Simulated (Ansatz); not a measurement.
CaF₃ (I4/mmm): electronic heat capacity from the density of states

These are results of Ansatz, DFT PBEsol, scalar-relativistic, plane waves, PAW, not measurements.

Plane waves to 420 eV, a k mesh through Γ of 16×16×16 on the computed 4-atom cell and Gaussian smearing (0.10 eV); collinear spin from starting moments 0 0.26 0.26 0.6 μB.

Relaxed cell: I4/mmm, a = 3.787 Å, b = 3.787 Å, c = 6.202 Å, α = 90.00°, β = 90.00°, γ = 90.00°, 4 atoms in the primitive cell. Whether it is the stable form of this composition wasn't checked.

The density of states at the Fermi level is 3.440 states/eV in the cell of 4 atoms (1 formula unit; both spins, tetrahedra on a 24×24×24 mesh). The run ends with a moment of 1.00 μB a cell (largest on a site 0.54 μB), and the figure is for this state; a paramagnetic sample can have a quite different one. Another magnetic order, if the compound takes it, can change N(E_F) and the shape of the cell a good deal, and may open a gap, where γ is close to zero.

Q: What Sommerfeld coefficient does this give?

A: Per formula unit N(E_F) = 3.440 states/eV. γ = (π²/3) k_B² N(E_F) N_A = 2.357 mJ/(mol K²) per state/eV, so γ = 8.1 mJ/(mol K²), a mole of formula units. This is the bare band result: a measured γ of the same phase and magnetic order is as a rule larger by a factor 1 + λ from phonons and spin fluctuations. N(E_F) at one energy is sensitive to the mesh where the density of states has sharp peaks.

Only this magnetic start was tried.

Cost: 1 run of about 2.6 core-minutes, on Arm Neoverse V1 (shared hosts).